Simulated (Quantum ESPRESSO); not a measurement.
Solid-state NMR card for CaO (changed cell)

```yaml
crystal:
  lattice:
    - [0.00000, 2.39154, 2.42759]
    - [2.39154, 0.00000, 2.42759]
    - [2.39154, 2.39154, 0.00000]
  atoms:
    - { symbol: Ca, position: [0.00000, 0.00000, 0.00000] }
    - { symbol: O, position: [0.50000, 0.50000, 0.50000] }
```
The cell was made here from a computed Materials Project entry: strained by +1 % along the cube axis and by -0.5 % across it, atoms relaxed (PBE without dispersion, pw.x of a modified build of Quantum ESPRESSO, symmetry kept). The parent is CaO in Fm-3m. Stability against distortions was not tested.

Shieldings are absolute and leave out the bulk-susceptibility term; a larger σ means a smaller chemical shift. By our sweeps, such settings leave a few ppm in absolute σ. PBE places the empty d or f states of Ca too low, which is known to distort σ on and beside such ions.

Ω = σ33 − σ11 of the symmetric part; where symmetry doesn't make it nil, it is less certain than σ_iso.

Problem. What do the calculations give at each independent site (shieldings by PBE GIPAW on JTH datasets (Quantum ESPRESSO), 22.5 Ha, k-mesh 6×6×6 shifted, f-sum rule met within 0.001 %)?

Solution. 
| site | site symmetry | σ_iso (ppm) | span Ω (ppm) |
|---|---|---|---|
| Ca (atom 1) | 4/mmm | 958 | 13 |
| O (atom 2) | 4/mmm | -153 | 12 |
